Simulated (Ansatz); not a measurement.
Si$_{3}$N$_{4}$:
```cif
data_N8Si6
_chemical_formula_sum 'Si6 N8'
_space_group_name_H-M_alt 'P 1'
_space_group_IT_number 1
_cell_length_a 7.60574
_cell_length_b 7.60574
_cell_length_c 2.90569
_cell_angle_alpha 90.000
_cell_angle_beta 90.000
_cell_angle_gamma 120.000
loop_
_space_group_symop_operation_xyz
  'x, y, z'
loop_
_atom_site_label
_atom_site_type_symbol
_atom_site_fract_x
_atom_site_fract_y
_atom_site_fract_z
_atom_site_occupancy
Si1 Si 0.17538 0.76934 0.25000 1
Si2 Si 0.23066 0.40604 0.25000 1
Si3 Si 0.59396 0.82462 0.25000 1
Si4 Si 0.82462 0.23066 0.75000 1
Si5 Si 0.76934 0.59396 0.75000 1
Si6 Si 0.40604 0.17538 0.75000 1
N1 N 0.33031 0.03125 0.25000 1
N2 N 0.96875 0.29905 0.25000 1
N3 N 0.70095 0.66969 0.25000 1
N4 N 0.66969 0.96875 0.75000 1
N5 N 0.03125 0.70095 0.75000 1
N6 N 0.29905 0.33031 0.75000 1
N7 N 0.33333 0.66667 0.25000 1
N8 N 0.66667 0.33333 0.75000 1
```

Relaxed with plane-wave PAW r²SCAN (Ansatz code). Indices refer to the conventional cell of P6_3/m, a = 7.606 Å, b = 7.606 Å, c = 2.906 Å, α = 90.00°, β = 90.00°, γ = 120.00°.

Q: Simulate the powder diffraction pattern (neutron, λ = 1.5401 Å; lines above 1 %) up to 2θ = 90°.

A: Simulated powder pattern, neutron, λ = 1.5401 Å (kinematic, ideal powder, no thermal factors, coherent scattering alone; the 30 strongest lines at most, above 1 %, up to 2θ = 90°):

```csv
2θ (°),d (Å),I/Imax (%),hkl
13.43,6.587,12,(1 0 -1 0)
23.37,3.803,11,(1 1 -2 0)
27.04,3.293,36,(2 0 -2 0)
33.67,2.658,32,(1 0 -1 1)
36.04,2.490,22,(2 1 -3 0)+(1 2 -3 0)
38.97,2.309,86,(1 1 -2 1)
41.06,2.196,78,(3 0 -3 0)
41.39,2.179,6.5,(2 0 -2 1)
48.07,1.891,24,(2 1 -3 1)+(1 2 -3 1)
49.86,1.827,15,(1 3 -4 0)+(3 1 -4 0)
52.16,1.752,9.2,(3 0 -3 1)
57.89,1.591,53,(2 2 -4 1)
61.27,1.511,24,(3 2 -5 0)+(2 3 -5 0)
64.01,1.453,36,(0002)
64.79,1.437,2.2,(4 1 -5 0)+(1 4 -5 0)
65.74,1.419,1.3,(1 0 -1 2)
69.14,1.357,3.4,(1 1 -2 2)
70.11,1.341,100,(2 3 -5 1)+(3 2 -5 1)
70.80,1.329,14,(2 0 -2 2)
73.41,1.288,66,(4 1 -5 1)+(1 4 -5 1)
74.81,1.268,39,(3 3 -6 0)
75.71,1.255,14,(2 1 -3 2)+(1 2 -3 2)
76.43,1.245,6.3,(4 2 -6 0)+(2 4 -6 0)
78.92,1.212,57,(3 0 -3 2)
79.85,1.200,38,(5 0 -5 1)
81.22,1.183,4.5,(1 5 -6 0)+(5 1 -6 0)
84.60,1.144,17,(2 4 -6 1)+(4 2 -6 1)
85.25,1.137,15,(1 3 -4 2)+(3 1 -4 2)
89.09,1.098,14,(6 0 -6 0)
89.30,1.096,2.6,(5 1 -6 1)+(1 5 -6 1)
```

The cell was relaxed with r²SCAN under the symmetry of its start.

Potentials: the later of the program's two PAW sets.
